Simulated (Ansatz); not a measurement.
A generator proposed this cell of CoSi4.

Space group P4/mmm (No. 123). a = 4.471 Å, b = 4.471 Å, c = 3.719 Å, α = 90.00°, β = 90.00°, γ = 90.00°
| atom | site | symmetry | x | y | z |
| --- | --- | --- | --- | --- | --- |
| Co | 1a | 4/mmm | 0.0000 | 0.0000 | 0.0000 |
| Si | 4k | m.2m | 0.7362 | 0.7362 | 0.5000 |

Theory: DFT PBE, scalar-relativistic, plane waves, PAW in Ansatz 0.2.0. Settings: cutoff 420 eV, Γ-centred mesh 4×4×6 on the computed 5-atom cell, Gaussian smearing of 0.10 eV; collinear spin from starting moments 3.0 0.0 0.0 0.0 0.0 μB.

Formation energies are uncorrected and refer to the elements' standard structures at the same level.

Q: Estimate its pressure, forces and energy as it stands.

A: The pressure is 23.2 GPa (the mean over three directions, positive in compression), the largest force is 4.53 eV/Å, and the energy is +0.64 eV/atom against the elements. The shortest distance is 2.11 Å.

Q: How much does it gain on relaxing, and where does it end?

A: Relaxing gains about 0.83 eV/atom (the start's value is from the coarse mesh, so the gain is rough) in 16 ionic steps and ends at −0.19 eV/atom on the finer mesh. The symmetry stays P4/mmm (No. 123). The volume per atom shrinks by 5.2 %, from 14.9 to 14.1 Å³. The shortest distance goes from 2.11 Å (Si–Si) to 2.36 Å (Co–Si). The ratio c/a of the conventional cell changes by a factor of 0.62. Conventional cell: a = 5.164 Å, c = 2.644 Å. Co has 8 Si at 2.36 Å and 2 Co at 2.64 Å; around Si lie 2 Co at 2.36 Å, 2 Si at 2.39 Å and 4 Si at 2.64–2.77 Å.

The last run used an 8×8×14 mesh (in the run's order of axes) for its 5-atom cell and Gaussian smearing of 0.10 eV. Trial moments died out on the coarse mesh, so the last step has no spin; another magnetic start might hold. The relaxation can't lower the symmetry of the start. A structure relaxed within its symmetry needn't be a true minimum.
